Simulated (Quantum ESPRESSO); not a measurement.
Ti2TaO5F3, one run as intended and one with a planted mistake

Computed values, not a measurement. The program is pw.x of Quantum ESPRESSO 7.5 (plane-wave density functional theory). The cell is made up: 11 atoms on a rutile lattice with one site empty, with randomly drawn elements, strain and displacements, not relaxed. PseudoDojo standard norm-conserving files (v0.5 for PBE, v0.4.1 for LDA and PBEsol) set the functional; there is no spin polarisation, spin-orbit coupling or dispersion term, and the masses in the input are unused placeholders.

Intended input:

```
&control calculation='scf', pseudo_dir='./dojo.nc.sr.pbe.v0_5.standard.upf', outdir='./o', disk_io='low', tprnfor=.true., tstress=.true. /
&system ibrav=0, nat=11, ntyp=4, nbnd=50, ecutwfc=84.00895049, nosym=.true., tot_charge=0,
 occupations='smearing', smearing='fd', degauss=0.0018374661
/
&electrons conv_thr=7.350e-09, electron_maxstep=60, /
ATOMIC_SPECIES
F 1.0 F.upf
O 1.0 O.upf
Ta 1.0 Ta.upf
Ti 1.0 Ti.upf
CELL_PARAMETERS angstrom
4.8446 0.0 0.0
0.0 4.8446 0.0
0.0 0.0 6.245
ATOMIC_POSITIONS angstrom
Ti 0.0732 0.107 0.044
Ta 2.4631 2.5095 1.5763
Ti 2.345 2.5543 4.7082
O 1.5045 1.4144 -0.1433
O 3.3932 3.3481 0.0536
O 3.9745 1.1046 1.5076
O 0.9421 4.0513 1.63
O 1.6042 1.6162 3.155
F 3.371 3.3251 2.9972
F 3.8134 0.9389 4.5651
F 0.9859 3.7725 4.7325
K_POINTS automatic
5 5 4 1 1 1
```

The log is shortened where brackets say so; the opening notice, blank lines, dates and the lines on written files are dropped, and the path of the files is cut. It prints rydbergs, bohrs and kilobars, and counts compression as positive stress. Where no state is partly filled, the Fermi energy that it prints is only some level between the filled and the empty states on the mesh, and need not lie in the true gap.

Log of the intended run:

```
     Program PWSCF v.7.5
     Parallel version (MPI & OpenMP), running on       4 processor cores
     Number of MPI processes:                 4
     Threads/MPI process:                     1
     [start-up lines left out]
     bravais-lattice index     =            0
     lattice parameter (alat)  =       9.1550  a.u.
     unit-cell volume          =     989.1107 (a.u.)^3
     number of atoms/cell      =           11
     number of atomic types    =            4
     number of electrons       =        88.00
     number of Kohn-Sham states=           50
     kinetic-energy cutoff     =      84.0090  Ry
     charge density cutoff     =     336.0358  Ry
     scf convergence threshold =      7.3E-09
     mixing beta               =       0.7000
     number of iterations used =            8  plain     mixing
     Exchange-correlation= PBE
                           (   1   4   3   4   0   0   0)
     [axes and pseudopotential details left out]
   Cartesian axes
     site n.     atom                  positions (alat units)
         1        Ti     tau(   1) = (   0.0151096   0.0220864   0.0090823  )
         2        Ta     tau(   2) = (   0.5084217   0.5179994   0.3253726  )
         3        Ti     tau(   3) = (   0.4840441   0.5272468   0.9718449  )
         4        O      tau(   4) = (   0.3105520   0.2919539  -0.0295793  )
         5        O      tau(   5) = (   0.7004087   0.6910994   0.0110639  )
         6        O      tau(   6) = (   0.8203980   0.2280064   0.3111918  )
         7        O      tau(   7) = (   0.1944639   0.8362507   0.3364571  )
         8        O      tau(   8) = (   0.3311316   0.3336086   0.6512406  )
         9        F      tau(   9) = (   0.6958263   0.6863518   0.6186682  )
        10        F      tau(  10) = (   0.7871444   0.1938034   0.9423069  )
        11        F      tau(  11) = (   0.2035049   0.7787021   0.9768608  )
     number of k points=    50  Fermi-Dirac smearing, width (Ry)=  0.0018
                       cart. coord. in units 2pi/alat
        k(    1) = (   0.1000000   0.1000000   0.0969696), wk =   0.0400000
        k(    2) = (   0.1000000   0.1000000   0.2909087), wk =   0.0400000
     [further k points left out]
     Dense  grid:   102933 G-vectors     FFT dimensions: (  54,  54,  72)
     Estimated max dynamical RAM per process >     291.73 MB
     Estimated total dynamical RAM >       1.07 GB
     Initial potential from superposition of free atoms
     starting charge      87.9959, renormalised to      88.0000
     Starting wfcs are   62 randomized atomic wfcs
     total cpu time spent up to now is        4.4 secs
     per-process dynamical memory:   225.3 Mb
     Self-consistent Calculation
     iteration #  1     ecut=    84.01 Ry     beta= 0.70
     Davidson diagonalization with overlap
     ethr =  1.00E-02,  avg # of iterations =  2.0
     total cpu time spent up to now is       11.9 secs
     total energy              =    -678.98532759 Ry
     estimated scf accuracy    <       5.01803621 Ry
     iteration #  2     ecut=    84.01 Ry     beta= 0.70
     Davidson diagonalization with overlap
     ethr =  5.70E-03,  avg # of iterations =  6.6
     total cpu time spent up to now is       26.5 secs
     total energy              =    -671.64359928 Ry
     estimated scf accuracy    <      96.81642291 Ry
     [iterations 3 to 19 left out]
     iteration # 20     ecut=    84.01 Ry     beta= 0.70
     Davidson diagonalization with overlap
     ethr =  5.87E-11,  avg # of iterations =  4.9
     total cpu time spent up to now is      181.6 secs
     total energy              =    -681.85342185 Ry
     estimated scf accuracy    <          8.7E-09 Ry
     iteration # 21     ecut=    84.01 Ry     beta= 0.70
     Davidson diagonalization with overlap
     ethr =  9.89E-12,  avg # of iterations =  4.9
     total cpu time spent up to now is      191.0 secs
     End of self-consistent calculation
     [lines on levels left out]
     the Fermi energy is     6.1687 ev
!    total energy              =    -681.85342185 Ry
     estimated scf accuracy    <          1.6E-09 Ry
     smearing contrib. (-TS)   =      -0.00000000 Ry
     internal energy E=F+TS    =    -681.85342185 Ry
     The total energy is F=E-TS. E is the sum of the following terms:
     one-electron contribution =    -308.10739714 Ry
     hartree contribution      =     189.93289479 Ry
     xc contribution           =    -138.50423342 Ry
     ewald contribution        =    -425.17468608 Ry
     convergence has been achieved in  21 iterations
     Forces acting on atoms (cartesian axes, Ry/au):
     atom    1 type  4   force =    -0.03104121    0.02084871    0.18076727
     atom    2 type  3   force =    -0.06606507   -0.08553782   -0.00604984
     atom    3 type  4   force =    -0.00129122   -0.15237027   -0.04475427
     atom    4 type  2   force =     0.01972934    0.05196145    0.00060823
     atom    5 type  2   force =    -0.00804891    0.02422489   -0.05405429
     atom    6 type  2   force =    -0.03703604    0.00799409   -0.10951689
     atom    7 type  2   force =     0.04279440   -0.04924984   -0.13695755
     atom    8 type  2   force =     0.05182706    0.07279941    0.02381899
     atom    9 type  1   force =     0.04455797    0.05684244    0.06517270
     atom   10 type  1   force =     0.00250826    0.01967253    0.06277246
     atom   11 type  1   force =    -0.01793459    0.03281443    0.01819320
     Total force =     0.371754     Total SCF correction =     0.000098
     Computing stress (Cartesian axis) and pressure
          total   stress  (Ry/bohr**3)                   (kbar)     P=     -142.70
  -0.00079445   0.00034747  -0.00000879         -116.87       51.11       -1.29
   0.00034747  -0.00086243  -0.00001990           51.11     -126.87       -2.93
  -0.00000879  -0.00001990  -0.00125322           -1.29       -2.93     -184.36
     init_run     :      4.12s CPU      4.29s WALL (       1 calls)
     electrons    :    185.31s CPU    186.59s WALL (       1 calls)
     forces       :      1.60s CPU      1.62s WALL (       1 calls)
     stress       :      5.36s CPU      5.52s WALL (       1 calls)
     [timing details left out]
     PWSCF        :   3m16.57s CPU   3m18.28s WALL
     JOB DONE.
```

A second run has one planted mistake: the cell has the wrong charge. The input lines that differ, file-writing options aside:

```
- &system ibrav=0, nat=11, ntyp=4, nbnd=50, ecutwfc=84.00895049, nosym=.true., tot_charge=0,
+ &system ibrav=0, nat=11, ntyp=4, nbnd=51, ecutwfc=84.00895049, nosym=.true., tot_charge=-1,
```

Its log:

```
     Program PWSCF v.7.5
     Parallel version (MPI & OpenMP), running on       4 processor cores
     Number of MPI processes:                 4
     Threads/MPI process:                     1
     [start-up lines left out]
     bravais-lattice index     =            0
     lattice parameter (alat)  =       9.1550  a.u.
     unit-cell volume          =     989.1107 (a.u.)^3
     number of atoms/cell      =           11
     number of atomic types    =            4
     number of electrons       =        89.00
     number of Kohn-Sham states=           51
     kinetic-energy cutoff     =      84.0090  Ry
     charge density cutoff     =     336.0358  Ry
     scf convergence threshold =      7.3E-09
     mixing beta               =       0.7000
     number of iterations used =            8  plain     mixing
     Exchange-correlation= PBE
                           (   1   4   3   4   0   0   0)
     [axes and pseudopotential details left out]
   Cartesian axes
     site n.     atom                  positions (alat units)
         1        Ti     tau(   1) = (   0.0151096   0.0220864   0.0090823  )
         2        Ta     tau(   2) = (   0.5084217   0.5179994   0.3253726  )
         3        Ti     tau(   3) = (   0.4840441   0.5272468   0.9718449  )
         4        O      tau(   4) = (   0.3105520   0.2919539  -0.0295793  )
         5        O      tau(   5) = (   0.7004087   0.6910994   0.0110639  )
         6        O      tau(   6) = (   0.8203980   0.2280064   0.3111918  )
         7        O      tau(   7) = (   0.1944639   0.8362507   0.3364571  )
         8        O      tau(   8) = (   0.3311316   0.3336086   0.6512406  )
         9        F      tau(   9) = (   0.6958263   0.6863518   0.6186682  )
        10        F      tau(  10) = (   0.7871444   0.1938034   0.9423069  )
        11        F      tau(  11) = (   0.2035049   0.7787021   0.9768608  )
     number of k points=    50  Fermi-Dirac smearing, width (Ry)=  0.0018
                       cart. coord. in units 2pi/alat
        k(    1) = (   0.1000000   0.1000000   0.0969696), wk =   0.0400000
        k(    2) = (   0.1000000   0.1000000   0.2909087), wk =   0.0400000
     [further k points left out]
     Dense  grid:   102933 G-vectors     FFT dimensions: (  54,  54,  72)
     Estimated max dynamical RAM per process >     295.28 MB
     Estimated total dynamical RAM >       1.08 GB
     Initial potential from superposition of free atoms
     starting charge      87.9959, renormalised to      89.0000
     Starting wfcs are   62 randomized atomic wfcs
     total cpu time spent up to now is        4.4 secs
     per-process dynamical memory:   228.1 Mb
     Self-consistent Calculation
     iteration #  1     ecut=    84.01 Ry     beta= 0.70
     Davidson diagonalization with overlap
     ethr =  1.00E-02,  avg # of iterations =  2.0
     total cpu time spent up to now is       11.6 secs
     total energy              =    -678.87076691 Ry
     estimated scf accuracy    <       4.27719982 Ry
     iteration #  2     ecut=    84.01 Ry     beta= 0.70
     Davidson diagonalization with overlap
     ethr =  4.81E-03,  avg # of iterations =  8.9
     total cpu time spent up to now is       26.5 secs
     total energy              =    -671.81517074 Ry
     estimated scf accuracy    <      80.16415520 Ry
     [iterations 3 to 19 left out]
     iteration # 20     ecut=    84.01 Ry     beta= 0.70
     Davidson diagonalization with overlap
     ethr =  9.37E-11,  avg # of iterations =  6.4
     total cpu time spent up to now is      194.4 secs
     total energy              =    -681.30155191 Ry
     estimated scf accuracy    <          9.3E-09 Ry
     iteration # 21     ecut=    84.01 Ry     beta= 0.70
     Davidson diagonalization with overlap
     ethr =  1.05E-11,  avg # of iterations =  5.3
     total cpu time spent up to now is      203.8 secs
     End of self-consistent calculation
     [lines on levels left out]
     the Fermi energy is     7.8939 ev
!    total energy              =    -681.30155190 Ry
     estimated scf accuracy    <          5.2E-09 Ry
     smearing contrib. (-TS)   =      -0.00181698 Ry
     internal energy E=F+TS    =    -681.29973493 Ry
     The total energy is F=E-TS. E is the sum of the following terms:
     one-electron contribution =    -308.60431274 Ry
     hartree contribution      =     192.09185078 Ry
     xc contribution           =    -139.61258688 Ry
     ewald contribution        =    -425.17468608 Ry
     convergence has been achieved in  21 iterations
     Forces acting on atoms (cartesian axes, Ry/au):
     atom    1 type  4   force =    -0.02119344    0.01345816    0.15718257
     atom    2 type  3   force =    -0.07676573   -0.10584961   -0.03030733
     atom    3 type  4   force =     0.01964085   -0.14258769   -0.01826862
     atom    4 type  2   force =     0.01425125    0.04398664    0.00730041
     atom    5 type  2   force =     0.00208129    0.03273862   -0.04403015
     atom    6 type  2   force =    -0.05574825    0.02320382   -0.09408779
     atom    7 type  2   force =     0.05038797   -0.05829732   -0.12435304
     atom    8 type  2   force =     0.04425228    0.06338618   -0.00083920
     atom    9 type  1   force =     0.05170817    0.06492130    0.06886278
     atom   10 type  1   force =     0.00961916    0.01318084    0.05844075
     atom   11 type  1   force =    -0.03823354    0.05185906    0.02009963
     Total force =     0.359657     Total SCF correction =     0.000230
     Computing stress (Cartesian axis) and pressure
          total   stress  (Ry/bohr**3)                   (kbar)     P=       18.51
   0.00030146   0.00032627   0.00001718           44.35       48.00        2.53
   0.00032627   0.00023401   0.00000812           48.00       34.42        1.19
   0.00001718   0.00000812  -0.00015794            2.53        1.19      -23.23
     init_run     :      4.22s CPU      4.37s WALL (       1 calls)
     electrons    :    197.69s CPU    199.40s WALL (       1 calls)
     forces       :      1.63s CPU      1.68s WALL (       1 calls)
     stress       :      5.59s CPU      5.75s WALL (       1 calls)
     [timing details left out]
     PWSCF        :   3m29.23s CPU   3m31.38s WALL
     JOB DONE.
```

|  | intended run | run with the mistake |
| --- | --- | --- |
| free energy (eV) | -9277.088 | -9269.580 |
| smearing term -TS (eV) | 0.0000 | -0.0247 |
| pressure (GPa) | -14.27 | 1.85 |
| largest force component (eV/Å) | 4.648 | 4.041 |
| largest change of a force component (eV/Å) |  | 0.681 |
| iterations | 21 | 21 |

For scale, a rerun of the intended cell at a cutoff of 1437 eV and k mesh 7 x 7 x 6 moved values by no more than 0.004 eV in energy, 0.03 GPa in stress and 0.003 eV/Å in force. The charged cell sits in a uniform background, so its energy and stress rest on the program's zero of potential. The number of bands, nbnd, was set by rule from the electron count and the smearing, so it follows the mistake.